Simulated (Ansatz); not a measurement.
**A plane-wave run on MnZnI₃**

Input file of Ansatz 0.2.0:

```yaml
crystal:
  lattice:
    - [6.18677, 0.0, 0.0]
    - [0.0, 6.18677, 0.0]
    - [0.0, 0.0, 6.18677]
  atoms:
    - { symbol: Zn, position: [0.5, 0.5, 0.5] }
    - { symbol: I, position: [0.0, 0.5, 0.5] }
    - { symbol: I, position: [0.5, 0.0, 0.5] }
    - { symbol: I, position: [0.5, 0.5, 0.0] }
    - { symbol: Mn, position: [0.0, 0.0, 0.0] }
  symmetry: { tolerance: 0.0003 }
kpoints:
  mp_grid: { grid: [6, 6, 6], shift: [0, 0, 0] }
  band_path:
    path:
      - [0.0, 0.0, 0.0]
      - [0.0, 0.5, 0.0]
      - [0.5, 0.5, 0.0]
      - [0.0, 0.0, 0.0]
      - [0.5, 0.5, 0.5]
      - [0.0, 0.5, 0.0]
      - [0.5, 0.5, 0.5]
      - [0.5, 0.5, 0.0]
    npoints: 8
magnetization:
  spin_polarized: false
scf:
  occupations: { method: fermi_dirac }
  lower_state_search: "off"
  max_iter: 200
hamiltonian:
  pseudopotentials: { kind: paw }
  xc: r2scan
basis:
  ecutwfc: 500
  fft_grid_basis: typed
output:
  forces: true
  stress: true
  eigenvalues: true
  bader: true
  populations: true
  elf: true
  write_potential: true
  volumetric_format: npy
  dos:
    e_range: [-12, 8]
    de: 0.05
    projected: { site_lists: { I: [I], Mn: [Mn], Zn: [Zn] } }
checkpoint:
  read: saved_state
```

The saved state is an earlier solution for the same cell, perhaps on another mesh. 

Excerpt of what it printed:

```
SCF iter   1: F=-29807.1871 eV  Δρ=1.26e-2  dr2=3.52e-2  dr2_τ=1.37e-2
SCF iter   2: F=-29807.2235 eV  Δρ=5.80e-4  dr2=4.53e-4  dr2_τ=1.55e-4
SCF iter   3: F=-29807.2232 eV  Δρ=5.16e-4  dr2=5.72e-4  dr2_τ=5.65e-6
SCF iter   4: F=-29807.2235 eV  Δρ=1.90e-4  dr2=1.13e-4  dr2_τ=1.77e-6
SCF iter   5: F=-29807.2236 eV  Δρ=2.09e-4  dr2=6.99e-5  dr2_τ=5.95e-7
SCF iter   6: F=-29807.2236 eV  Δρ=1.08e-4  dr2=2.06e-5  dr2_τ=1.42e-7
SCF iter   7: F=-29807.2236 eV  Δρ=2.94e-5  dr2=1.85e-6  dr2_τ=2.63e-8
SCF iter   8: F=-29807.2236 eV  Δρ=4.69e-6  dr2=4.59e-8  dr2_τ=5.29e-10
Free energy (F): -29807.2236 eV
Harris-Foulkes:  -29807.2236 eV  (|F-HF|=4.61e-8)
Internal energy: -29806.8433 eV  (E = F + TS)
E sigma→0 (E₀):  -29807.0334 eV
Entropy (-TS):   -0.3804 eV (-76.070 meV/atom)
Fermi energy:    2.8130 eV
--- Forces (eV/Å), atoms counted from 1 ---
  atom   1  Zn     0.0000     0.0000     0.0000
  atom   2  I      0.0000     0.0000     0.0000
  atom   3  I      0.0000     0.0000     0.0000
  atom   4  I      0.0000     0.0000     0.0000
  atom   5  Mn     0.0000     0.0000     0.0000
--- Stress (GPa, compression-positive) ---
       -4.2701       0.0000       0.0000
        0.0000      -4.2701       0.0000
        0.0000       0.0000      -4.2701
  P = ⅓ Tr σ = -4.2701 GPa (-42.701 kbar)
--- Löwdin populations: 5 sites ---
  site symbol       q [e]
     0     Zn     10.9348
     1      I     17.5639
     2      I     17.5639
     3      I     17.5639
     4     Mn     14.1244
  spilling = 0.0032 (of n_electrons = 78.0000)
--- Bader charges: 5 sites ---
  site symbol  charge [e]  shift [e]
     0     Zn      0.8218     0.0005
     1      I     -0.5763     0.0002
     2      I     -0.5763     0.0002
     3      I     -0.5763     0.0002
     4     Mn      0.9071     0.0000
```

Origin: a known structure type with other elements, at an estimated volume, so it need not be a known compound. Caveats: no spin polarisation, so a magnetic state may lie lower.
